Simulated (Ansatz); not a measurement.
Input, command and steps of an Ansatz relaxation.

```yaml
crystal:
  lattice:
    - [3.8110465095, 0.0, 0.0]
    - [0.0, 3.8110465095, 0.0]
    - [0.0, 0.0, 3.8110465095]
  atoms:
    - { symbol: Ba, position: [0.0, 0.0, 0.0] }
    - { symbol: Zr, position: [0.5, 0.5, 0.5] }
basis:
  ecutwfc: 420
kpoints:
  mp_grid: { grid: [4, 4, 4] }
hamiltonian:
  xc: pbe
scf:
  occupations: { method: gaussian, width: 0.1 }
  lower_state_search: "off"
output:
  forces: true
  stress: true
  eigenvalues: true
relax:
  adjacent_minimum: "off"
  f_tol: 0.04
  max_steps: 70
  cell: { stress_tol: 0.4 }
```

```bash
ansatz run input.yaml --threads 1 --pin off --max-ram 2560MiB --backend cpu --events-out ev --progress --plain --runs-dir out
```

Theory: DFT PBE, scalar-relativistic, plane waves, PAW in Ansatz 0.2.0.

Of 4 frames 4 are shown, positions in Å and forces in eV/Å; the SCF threshold varies from step to step. Steps run on the plane waves of an earlier cell, with a Pulay correction in the pressure. The basis is chosen afresh for the last frame, the zero of the energies, and at times for earlier ones too; energy and pressure step there, also at an unchanged geometry.

```xyz
2
Lattice="3.8110 0.0000 0.0000 0.0000 3.8110 0.0000 0.0000 0.0000 3.8110" Properties=species:S:1:pos:R:3:forces:R:3 pbc="T T T" step=1 free_energy_over_end_meV_per_atom=101.48 pressure_GPa=7.11
Ba    0.0000    0.0000    0.0000    0.0000    0.0000    0.0000
Zr    1.9055    1.9055    1.9055    0.0000    0.0000    0.0000
2
Lattice="3.9942 0.0000 0.0000 0.0000 3.9942 0.0000 0.0000 0.0000 3.9942" Properties=species:S:1:pos:R:3:forces:R:3 pbc="T T T" step=2 free_energy_over_end_meV_per_atom=3.51 pressure_GPa=1.03
Ba    0.0000    0.0000    0.0000    0.0000    0.0000    0.0000
Zr    1.9971    1.9971    1.9971    0.0000    0.0000    0.0000
2
Lattice="4.0288 0.0000 0.0000 0.0000 4.0288 0.0000 0.0000 0.0000 4.0288" Properties=species:S:1:pos:R:3:forces:R:3 pbc="T T T" step=3 free_energy_over_end_meV_per_atom=0.34 pressure_GPa=0.22
Ba    0.0000    0.0000    0.0000    0.0000    0.0000    0.0000
Zr    2.0144    2.0144    2.0144    0.0000    0.0000    0.0000
2
Lattice="4.0288 0.0000 0.0000 0.0000 4.0288 0.0000 0.0000 0.0000 4.0288" Properties=species:S:1:pos:R:3:forces:R:3 pbc="T T T" step=4 free_energy_over_end_meV_per_atom=0.00 pressure_GPa=0.23
Ba    0.0000    0.0000    0.0000    0.0000    0.0000    0.0000
Zr    2.0144    2.0144    2.0144    0.0000    0.0000    0.0000
```

The start puts this composition into another compound's structure type, which needn't suit it. At the end the space group is Pm-3m (tolerance 0.05 Å).

Time: 3.8 s on 1 thread of Arm Neoverse V1, on a shared host, peak memory 0.31 GiB.

The k mesh is coarse.